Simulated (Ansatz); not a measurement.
## A plane-wave run on TiTeAs

input.yaml (Ansatz 0.2.0)

```yaml
crystal:
  lattice:
    - [0.0, 5.268603, 0.0]
    - [3.586275, 0.0, 0.0]
    - [1.793138, 2.634301, -6.420768]
  atoms:
    - { symbol: Ti, position: [0.11847, 0.61847, 0.76306] }
    - { symbol: Ti, position: [0.88153, 0.38153, 0.23694] }
    - { symbol: As, position: [0.25672, 0.0, 0.0] }
    - { symbol: As, position: [0.74328, 0.0, 0.0] }
    - { symbol: Te, position: [0.29073, 0.29073, 0.41854] }
    - { symbol: Te, position: [0.70927, 0.70927, 0.58146] }
  symmetry: { tolerance: 0.0003 }
kpoints:
  mp_grid: { grid: [8, 8, 8], shift: [0, 0, 0] }
  band_path:
    path:
      - [0.0, 0.0, 0.0]
      - [0.0, 0.0, -0.5]
      - [0.0, 0.46100372, -0.26949814]
      - [0.0, 0.53899628, 0.26949814]
      - [0.0, 0.0, 0.0]
      - [0.58416412, 0.0, 0.29208206]
      - [0.41583588, 0.0, -0.29208206]
      - [0.0, 0.0, -0.5]
      - [0.0, 0.0, 0.0]
      - [0.0, 0.5, 0.0]
      - [0.5, 0.5, 0.25]
    npoints: 6
magnetization:
  spin_polarized: false
scf:
  occupations: { method: fermi_dirac }
  lower_state_search: "off"
  max_iter: 200
hamiltonian:
  pseudopotentials: { kind: paw }
  xc: r2scan
basis:
  ecutwfc: 500
  fft_grid_basis: typed
output:
  forces: true
  stress: true
  eigenvalues: true
  bader: true
  populations: true
  elf: true
  write_potential: true
  volumetric_format: npy
  dos:
    e_range: [-12, 8]
    de: 0.05
    projected: { site_lists: { As: [As], Te: [Te], Ti: [Ti] } }
checkpoint:
  read: saved_state
```

The saved state is an earlier solution for the same cell, perhaps on another mesh. 

Excerpt of what it printed:

```
Pseudopotentials: kind: paw
Pseudopotential: Ti, paw, valence charge 12, recommended cutoff 500 eV (meta_gga), Ti.paw.azcp
Pseudopotential: As, paw, valence charge 15, recommended cutoff 500 eV (meta_gga), As.paw.azcp
Pseudopotential: Te, paw, valence charge 16, recommended cutoff 500 eV (meta_gga), Te.paw.azcp
Functional definition: r2SCAN
  exchange = r2scan_x(k0 = k0, k1 = k1, a1 = a1)
  correlation = r2scan_c
Crystal: 6 atoms, lattice volume = 121.318 Å³
Basis set: ecut = 500 eV, 3073 PW (Γ), exchange–correlation on 160×108×216 points (64 copies of the dense FFT grid, shifted against one another)
Bands: 52, of which v1, the nominal top of the filled ones, is band 43 counted from 1 (42 counted from 0)
Symmetry: 8 space group operations
Space group: Immm (ITA 71), of the structure as read, at distance tolerance 1.5e-3 Å
k-points: 95 of 512
Initial density: read from a saved state, or passed on in memory by an earlier SCF of this step, an earlier step, the calling program or the single point that the run made first
Functional: x = r2scan, c = r2scan; τ floored in thin density (d = 2e-4 eV/Å³)
SCF iter   1: F=-28732.1158 eV  Δρ=1.18e-3  dr2=1.94e-3  dr2_τ=2.62e-3
SCF iter   2: F=-28732.1165 eV  Δρ=7.08e-4  dr2=8.94e-4  dr2_τ=3.07e-5
SCF iter   3: F=-28732.1166 eV  Δρ=4.68e-4  dr2=4.46e-4  dr2_τ=2.52e-5
SCF iter   4: F=-28732.1169 eV  Δρ=1.31e-4  dr2=1.11e-5  dr2_τ=1.61e-6
SCF iter   5: F=-28732.1169 eV  Δρ=4.14e-5  dr2=2.19e-6  dr2_τ=1.44e-7
SCF iter   6: F=-28732.1169 eV  Δρ=1.49e-5  dr2=4.08e-7  dr2_τ=1.66e-8
SCF iter   7: F=-28732.1169 eV  Δρ=7.19e-6  dr2=7.95e-8  dr2_τ=3.98e-9
Free energy (F): -28732.1169 eV
Harris-Foulkes:  -28732.1169 eV  (|F-HF|=5.41e-9)
Internal energy: -28732.0825 eV  (E = F + TS)
E sigma→0 (E₀):  -28732.0997 eV
Entropy (-TS):   -0.0345 eV (-5.744 meV/atom)
Fermi energy:    13.1059 eV
--- Per-component energies (eV) ---
  E_band       = -1169.8532
  E_kinetic    = 1116.4483
  E_local      = -6652.4790  (includes V_loc(G=0)·N_el)
  E_nonlocal   = -1944.9581
  E_hartree    = 3819.1298
  E_xc         = -568.5789
  E_vxc        = -662.8578  (∫ρ·V_xc dr)
  E_paw        = -15182.8993  (= ΣΔE_a)
  E_vpaw       = -704.7320  (= ΣTr[D̂ρ^β])
  E_aug_tail   = 0.0001  (compensation charges beyond the density's cutoff)
  E_vtau       = 40.4662  (kinetic-family band-sum trace: ∫τ·v_τ [+ j·A + Jᵃ·Aᵃ] dr)
  E_ewald      = -9315.8932
  E_core_change = -2.8520  (= ΣΔE_core)
  E_smearing   = -0.0345  (= −TS)
--- Forces (eV/Å), atoms counted from 1 ---
  atom   1  Ti     0.0000     0.0000    -0.1340
  atom   2  Ti     0.0000     0.0000     0.1340
  atom   3  As     0.0000    -0.3294     0.0000
  atom   4  As     0.0000     0.3294     0.0000
  atom   5  Te     0.0000     0.0000    -0.1359
  atom   6  Te     0.0000     0.0000     0.1359
--- Stress (GPa, compression-positive) ---
        0.1569       0.0000       0.0000
        0.0000      -0.0839       0.0000
        0.0000       0.0000      -0.0587
  P = ⅓ Tr σ = 0.0048 GPa (0.048 kbar)
--- Löwdin populations: 6 sites ---
  site symbol       q [e]
     0     Ti     11.4573
     1     Ti     11.4573
     2     As     15.3003
     3     As     15.3003
     4     Te     16.0497
     5     Te     16.0497
  spilling = 0.0045 (of n_electrons = 86.0000)
--- Bader charges: 6 sites ---
  site symbol  charge [e]  shift [e]
     0     Ti      1.4347     0.0040
     1     Ti      1.4347     0.0040
     2     As     -0.7818     0.0019
     3     As     -0.7818     0.0019
     4     Te     -0.6530     0.0021
     5     Te     -0.6530     0.0021
```

Origin: a database entry at a rescaled volume.
